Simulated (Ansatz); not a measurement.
Input and command of a plane-wave DFT calculation in Ansatz:

```yaml
crystal:
  lattice:
    - [3.812302362, 0.0, 0.0]
    - [0.0, 5.3914097042, 0.0]
    - [0.0, 0.0, 22.718453543]
  atoms:
    - { symbol: Si, position: [0.0, 0.75, 0.3741451848] }
    - { symbol: Si, position: [0.0, 0.25, 0.3741451848] }
    - { symbol: Ni, position: [0.5, 0.5, 0.3741451848] }
    - { symbol: Si, position: [0.5, 0.25, 0.4580483949] }
    - { symbol: Si, position: [0.5, 0.75, 0.4580483949] }
    - { symbol: Ni, position: [0.0, 0.0, 0.4580483949] }
    - { symbol: Si, position: [0.0, 0.75, 0.5419516051] }
    - { symbol: Si, position: [0.0, 0.25, 0.5419516051] }
    - { symbol: Ni, position: [0.5, 0.5, 0.5419516051] }
    - { symbol: Si, position: [0.5, 0.25, 0.6258548152] }
    - { symbol: Si, position: [0.5, 0.75, 0.6258548152] }
    - { symbol: Ni, position: [0.0, 0.0, 0.6258548152] }
basis:
  ecutwfc: 420
kpoints:
  mp_grid: { grid: [8, 6, 1] }
hamiltonian:
  xc: pbesol
scf:
  occupations: { method: gaussian, width: 0.1 }
output:
  forces: true
  eigenvalues: true
relax:
  adjacent_minimum: "off"
  f_tol: 0.03
  max_steps: 70
  constraints: [{ sites: [0, 1, 2, 3, 4, 5] }]
efield:
  axis: 3
  dipole_correction: true
  ramp_width: 0.04
```

```bash
ansatz run input.yaml --threads 4 --pin off --max-ram 10240MiB --backend cpu --events-out ev --progress --plain --runs-dir out
```

Processor: Intel(R) Xeon(R) 6975P-C (Granite Rapids), 4 threads, on a host shared with other jobs.

How long does it run, and how much memory does it take?

About 46 s on 4 threads of Intel(R) Xeon(R) 6975P-C (Granite Rapids), with other jobs on the host, peak memory 1.3 GiB. It solves 64 bands at 20 k points (the mesh reduced by symmetry) with about 9093 plane waves, in 29 SCF iterations over 5 ionic steps.
